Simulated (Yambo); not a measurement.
RPA spectrum of WS$_{2}$ (space group P6_3/mmc, No. 194) on LDA bands in Yambo (9×9×2 mesh, 92 bands, 3 Ry local-field block, 0.2 eV broadening; field along x). CGrdSpXd merges neighbouring transition energies to save time; the report line [X-CG] gives the poles kept by one of the 4 MPI tasks, and where the merging fails may depend on that split. Axes are Cartesian, with cell vectors (Å) (3.18, 0.00, 0.00), (-1.59, 2.76, 0.00), (0.00, 0.00, 12.98).

```json
[
 {"CGrdSpXd asked (%)": "100", "share reached (%)": "100", "poles used (one task)": "4330", "static ε": "13.5", "largest change of Im ε (% of its maximum)": "0.0", "rough time": "1"},
 {"CGrdSpXd asked (%)": "70", "share reached (%)": "69", "poles used (one task)": "3031", "static ε": "13.5", "largest change of Im ε (% of its maximum)": "0.1", "rough time": "within a factor of two"},
 {"CGrdSpXd asked (%)": "30", "share reached (%)": "29", "poles used (one task)": "1293", "static ε": "13.5", "largest change of Im ε (% of its maximum)": "0.4", "rough time": "about 1/2"},
 {"CGrdSpXd asked (%)": "15", "share reached (%)": "0", "poles used (one task)": "7", "static ε": "14.4", "largest change of Im ε (% of its maximum)": "56", "rough time": "about 1/3"},
 {"CGrdSpXd asked (%)": "5", "share reached (%)": "0", "poles used (one task)": "7", "static ε": "14.4", "largest change of Im ε (% of its maximum)": "56", "rough time": "about 1/4"}
]
```

All runs end normally. In the runs at 15 %, 5 % few poles are left or the spectrum changes by over a quarter of its peak, and no warning says so. Times are rough ratios from shared machines. The k mesh wasn't tested; the rows compare only with each other.

Spin-orbit coupling is not included.

Geometry of the Materials Project entry, not relaxed at this level; primitive cell a = 3.184 Å, b = 3.184 Å, c = 12.978 Å, α = 90.00°, β = 90.00°, γ = 120.00°.

The distance between layers or molecules is the database entry's, not relaxed here. Functionals without dispersion can leave it too large, which widens gaps and weakens the response across layers: the numbers belong to this cell.
